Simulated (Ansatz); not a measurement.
Fe, first-principles data

Fe:
```cif
data_Fe
_chemical_formula_sum 'Fe1'
_space_group_name_H-M_alt 'P 1'
_space_group_IT_number 1
_cell_length_a 2.41276
_cell_length_b 2.41276
_cell_length_c 2.41276
_cell_angle_alpha 90.000
_cell_angle_beta 90.000
_cell_angle_gamma 90.000
loop_
_space_group_symop_operation_xyz
  'x, y, z'
loop_
_atom_site_label
_atom_site_type_symbol
_atom_site_fract_x
_atom_site_fract_y
_atom_site_fract_z
_atom_site_occupancy
Fe1 Fe 0.00000 0.00000 0.00000 1
```
The run is spin-polarised; directions of the spins, atom by atom: ↑.

Space group Pm-3m (No. 221), simple cubic; conventional cell a = 2.4128 Å, b = 2.4128 Å, c = 2.4128 Å, α = 90.00°, β = 90.00°, γ = 90.00°.

Method: DFT-r²SCAN in the program Ansatz with PAW potentials. Geometry: relaxed at this level of theory. Other levels are named where they apply.

**Cell and energy**

Volume per atom: 14.05 Å³
Density: 6.60 g/cm³

**Electronic structure**

- Electronic character: metallic (no gap)
- Density of states at the Fermi level: 0.98 states/eV per atom (mean over ±0.08 eV)

**Magnetism**

* **Magnetic order**: ferromagnetic
* **Net moment**: 2.90 μB per atom

**Mechanics**

- Elastic constants (relaxed ions, GPa) = C11 = 304, C12 = 5.5, C44 = -79.3
- Mechanical stability = unstable (C has a negative eigenvalue)

The cell is a constructed one: a structure type filled with these elements; neither database checked (COD, Materials Project) lists it. It is not the phase usual at ambient conditions (space group No. 229). Symmetry was held in the r²SCAN relaxation. Spin order of the final state: ferromagnetic, chosen from 3 collinear starts compared on coarse meshes (ties went to the first, and starts can fall back to one state), not a proven ground state. Other orbital occupations within this spin state were not tried. For itinerant 3d metals, meta-GGAs of the SCAN family and hybrids are commonly reported to give too large moments. As this level gives no gap, shear constants depend on the k-mesh and smearing (Fermi–Dirac, 0.1 eV here).

Potentials: the later of the program's two PAW sets.
